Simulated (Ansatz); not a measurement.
Starting cell, SiC (wurtzite):

```
CELL_PARAMETERS angstrom
      6.15061     0.00000     0.00000
     -1.53765     2.66329     0.00000
      0.00000     0.00000     5.04816
ATOMIC_POSITIONS crystal
  Si 0.33333 0.33333 0.00050
  Si 0.83333 0.33333 0.00050
  Si 0.16667 0.66667 0.50050
  Si 0.66667 0.66667 0.50050
  C  0.33333 0.33333 0.62470
  C  0.83333 0.33333 0.62470
  C  0.16667 0.66667 0.12470
  C  0.66667 0.66667 0.12470
```

The atoms are displaced by Q × the pattern below (from a DFPT mode at M = (0.5, 0.0, 0.0), largest move 1; Q in Å), at fixed cell. (q is in reciprocal vectors of the primitive cell; the cell shown is doubled to hold the pattern.)

| atom | x | y | z |
|---|---|---|---|
| Si1 | 0.038 | 0.022 | -0.151 |
| Si2 | -0.038 | -0.022 | 0.151 |
| Si3 | 0.038 | 0.022 | 0.151 |
| Si4 | -0.038 | -0.022 | -0.151 |
| C5 | -0.824 | -0.476 | 0.309 |
| C6 | 0.824 | 0.476 | -0.309 |
| C7 | -0.824 | -0.476 | -0.309 |
| C8 | 0.824 | 0.476 | 0.309 |

The numbers are results of r2SCAN (plane waves to 500 eV, PAW, scalar-relativistic; Ansatz, a first-principles code), not measurements. k mesh 6×12×7 (Γ-centred), Fermi-Dirac smearing 0.05 eV. The energy includes the smearing's −TS. SiC was relaxed with its symmetry unable to fall. The zero of ΔE is the undisplaced structure.

```
Q (Å)   ΔE (meV/cell)
------  -------------
-0.100            701
-0.067            311
-0.033             78
0.000               0
0.033              78
0.067             311
0.100             701
```

Task: Which DFPT wavenumber at M = (0.5, 0.0, 0.0) belongs to this mode?
A. 271 cm⁻¹
B. 865 cm⁻¹
C. 448 cm⁻¹

Result: B, 865 cm⁻¹. The curvature of the scan gives 865 cm⁻¹

(For displaced atoms, the force is minus the slope of the energy, and its curvature is a force constant, which sets phonon frequencies.)
